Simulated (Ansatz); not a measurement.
Input and output for Ba: DFT, PBE, norm-conserving pseudopotentials, Ansatz's default files, scalar-relativistic (Ansatz 0.2.0).

The cell comes from a relaxation on PAW files under the same functional, begun from a database entry that needn't be the ground state.

Command: `ansatz run input.yaml --threads 1 --pin off --max-ram 3072MiB --backend cpu --events-out ev --progress --plain --runs-dir out` It took 8.3 s on 1 thread of Arm Neoverse V2, on a shared host, peak memory 0.35 GiB.

```yaml
crystal:
  lattice:
    - [-2.5104485042, 2.5104485042, 2.5104485042]
    - [2.5104485042, -2.5104485042, 2.5104485042]
    - [2.5104485042, 2.5104485042, -2.5104485042]
  atoms:
    - { symbol: Ba, position: [0.0, 0.0, 0.0] }
kpoints:
  mp_grid: { grid: [14, 14, 14] }
scf:
  occupations: { method: fermi_dirac, width: 0.05 }
hamiltonian:
  xc: pbe
  pseudopotentials: { kind: nc }
output:
  forces: true
  stress: true
  eigenvalues: true
```

Output:

```
Engine: ansatz 0.2.0
Pseudopotentials: kind: nc
Pseudopotential: Ba, nc, valence charge 10, recommended cutoff 770 eV (normal), Ba.nc.azcp
Functional definition: PBE
  parameter kappa = 0.804
  parameter beta = 0.06672455060314922
  exchange = pbe_x(kappa = kappa, mu = beta*pi^2/3)
  correlation = pbe_c(beta = beta)
Crystal: 1 atoms, lattice volume = 63.287 Å³
Basis set: ecut = 770 eV, 3055 PW (Γ), exchange–correlation on 80×80×80 points (8 copies of the dense FFT grid, shifted against one another)
Bands: 9, of which v1, the nominal top of the filled ones, is band 5 counted from 1 (4 counted from 0)
Symmetry: 48 space group operations
Space group: Im-3m (ITA 229), of the structure as read, at distance tolerance 4.0e-5 Å
k-points: 104 of 2744
Non-local potential: Ba, projectors of the file, l = 0: 2, l = 1: 2, l = 2: 2, l = 3: 2
Initial density: superposition of atomic densities (chi_scale 0.1, normalization cell)
Initial wavefunctions: pseudopotential atomic-orbital guess
Functional: x = pbe(κ = 0.804, μ = 0.2195149727645171), c = pbe(β = 0.06672455060314922)
SCF iter   1: F=—  HF=-761.526862 eV  |F-HF|=—  |Δ(HF+E_count)|=         —  Δρ=5.08e-3  dr2=1.16e-2  ethr=3.10e-3  ⟨swp⟩=13.4  Hψ=14458  notcnv=0
preconditioner: auto → Kerker (q_TF=auto, 2.006 Å⁻¹)  [metal: Δε(μ)=0.031 eV  Ē_g=2.775 eV  σ=0.050 eV  W_gap=0.15  n_scr=12 (ndim 8)  ℏωp=6.6 eV  f_vac=0.000  D(μ)=1.19/eV (n_scr^D=12)]
SCF iter   2: F=—  HF=-761.529781 eV  |F-HF|=—  |Δ(HF+E_count)|=   2.92e-3  Δρ=3.14e-3  dr2=4.92e-3  ethr=1.16e-4  ⟨swp⟩=2.8  Hψ=2196  notcnv=0  defer=1
SCF iter   3: F=—  HF=-761.532482 eV  |F-HF|=—  |Δ(HF+E_count)|=   2.70e-3  Δρ=5.77e-4  dr2=1.98e-4  ethr=4.92e-5  ⟨swp⟩=3.0  Hψ=1853  notcnv=0
SCF iter   4: F=—  HF=-761.532576 eV  |F-HF|=—  |Δ(HF+E_count)|=   9.39e-5  Δρ=3.28e-4  dr2=4.04e-5  ethr=1.98e-6  ⟨swp⟩=2.1  Hψ=1476  notcnv=0
SCF iter   5: F=—  HF=-761.532568 eV  |F-HF|=—  |Δ(HF+E_count)|=   7.72e-6  Δρ=6.08e-5  dr2=2.06e-6  ethr=4.04e-7  ⟨swp⟩=2.4  Hψ=1514  notcnv=0
SCF iter   6: F=-761.532567 eV  HF=-761.532567 eV  |F-HF|=8.39e-9  |Δ(HF+E_count)|=   6.95e-7  Δρ=6.92e-6  dr2=4.61e-8  ethr=1.00e-9  ⟨swp⟩=9.7  Hψ=7915  notcnv=0
SCF 1 converged in 6 iterations: F = -761.532567 eV  dr2 = 4.61e-8
SCF converged after 6 iterations
Free energy (F): -761.532567 eV
Harris-Foulkes:  -761.532567 eV  (|F-HF|=8.39e-9)
Internal energy: -761.522393 eV  (E = F + TS)
E sigma→0 (E₀):  -761.527480 eV
Entropy (-TS):   -0.010174 eV (-10.174 meV/atom)
Fermi energy:    5.838125 eV
--- Per-component energies (eV) ---
  E_band       = -84.860311
  E_kinetic    = 176.186482
  E_local      = -460.374263  (includes V_loc(G=0)·N_el)
  E_nonlocal   = 105.087628
  E_hartree    = 116.979856
  E_xc         = -177.546425
  E_vxc        = -139.723252  (∫ρ·V_xc dr)
  E_ewald      = -521.855670
  E_smearing   = -0.010174  (= −TS)
  E_closure    = 0.000000  (closes the sum)
  Σ components = -761.532567   (vs F -761.532567, Δ=0.00e0)
--- Forces (eV/Å), atoms counted from 1 ---
  atom   1  Ba    -0.00000000     0.00000000     0.00000000
  max |Σ_I F_I| component: 2.57e-32 eV/Å
--- Stress (GPa, compression-positive) ---
        0.002252       0.000000      -0.000000
        0.000000       0.002252      -0.000000
        0.000000      -0.000000       0.002252
  P = ⅓ Tr σ = 0.0023 GPa (0.023 kbar)
--- Band table (eV; the first three rows and the last of 104) ---
  k-point 0: bands = ["-23.0393", "-7.9826", "-7.9826", "-7.9826", "3.1077", "7.6841", "7.6841", "7.6841", "9.0801"]
  k-point 1: bands = ["-23.0372", "-8.0067", "-7.9900", "-7.9827", "3.2031", "7.5997", "7.6369", "7.7756", "8.9161"]
  k-point 2: bands = ["-23.0314", "-8.0733", "-8.0107", "-7.9831", "3.4756", "7.3901", "7.4457", "8.0465", "8.7259"]
  k-point 103: bands = ["-22.9654", "-8.2975", "-8.2975", "-8.2975", "5.3173", "5.3173", "9.8553", "9.8553", "9.8553"]
```

Spin–orbit coupling is left out, which matters for the heavy atoms. The norm-conserving files are those that the library serves for this functional.
